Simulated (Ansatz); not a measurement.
AlN (rock salt, Fm-3m), DFT-r²SCAN in the program Ansatz with PAW potentials. The conduction-band minimum lies at X, with 3 equivalent valleys. Second derivatives d²E/dk² of the lowest band at one valley (eV·Å²), along Cartesian directions:

```tsv
direction	d²E/dk²
[100]	13.35
[010]	22.44
[001]	22.44
[110]	17.90
[101]	17.90
[011]	22.37
```

Task: Find the principal effective masses, the density-of-states mass and the conductivity mass.

Result: Off-diagonal terms follow from H_xy = H[110] − (H_xx + H_yy)/2, and m*/mₑ = 7.620 eV·Å² over each eigenvalue: 0.34, 0.34, 0.57. One valley's DOS mass (m₁m₂m₃)^(1/3) = 0.40, conductivity mass 3/(Σ 1/mᵢ) = 0.39 mₑ.

Task: What effective density of states Nc follows at 300 K for parabolic valleys?

Result: Nc = 2.509e19 × 3 × (0.40)^(3/2) ≈ 1.9e19 cm⁻³.

Task: With the computed static dielectric constant 17.9 (mean of the diagonal), estimate a hydrogenic donor's binding energy and radius.

Result: E = 13.606 eV × 0.39/17.9² ≈ 17 meV; a = 0.529 Å × ε/m* ≈ 24 Å. Semilocal masses tend to be too small where the gap is.

Task: With ε∞ = 4.75 and ω_LO = 905 cm⁻¹, what Fröhlich coupling constant follows?

Result: α = (1/ε∞ − 1/ε0) √(m* × 13.606 eV/ħω_LO) = 1.1.

This is a known high-pressure phase of the composition, computed here at zero pressure and temperature. Symmetry was held in the r²SCAN relaxation; phonons on a q-mesh show no instability.

Potentials: the later of the program's two PAW sets.
